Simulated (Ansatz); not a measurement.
# Ga$_{2}$Os: the gap against volume

Ga$_{2}$Os, Fddd, a = 4.713 Å, b = 8.209 Å, c = 8.695 Å. The structure is a COD entry; whether it is the stable form wasn't checked. Ansatz: PBEsol, PAW, 420 eV, Γ-centred 8×8×8 mesh on 6 atoms, Gaussian smearing 0.02 eV; no spin polarisation. Shape and atoms are relaxed at each volume; x = ln(V/V0) with V0 = 14.016 Å³/atom. The gap is read at the mesh points alone.

```
      x gap y (eV)
-0.0619       0.804
-0.0305       0.772
 0.0000       0.740
 0.0296       0.711
 0.0583           ?
```

Question: Fit a straight line to the other rows, give the volume deformation potential of the gap and its pressure coefficient, and predict the missing gap. B0 = 197.9 GPa.

Answer: Means x = -0.01570, y = 0.75675; Σ(Δx)² = 0.004652, ΣΔxΔy = -0.004744; the slope is their ratio. y = 0.7407 − 1.020 x. The slope is the deformation potential a = dE_g/d ln V = -1.02 eV, and dE_g/dP = −a/B0 = 5.15 meV/GPa. At x = 0.0583 the fit asked for gives 0.681 eV. The run gave 0.685 eV, so the fit is 0.004 eV too low, a small miss on the scale of the series. The form still works here, 31 % of the fitted range beyond its end.

Spin-orbit coupling is left out, which matters for the bands of heavy elements. Semilocal functionals give gaps under the measured ones; changes of the gap mostly carry over better.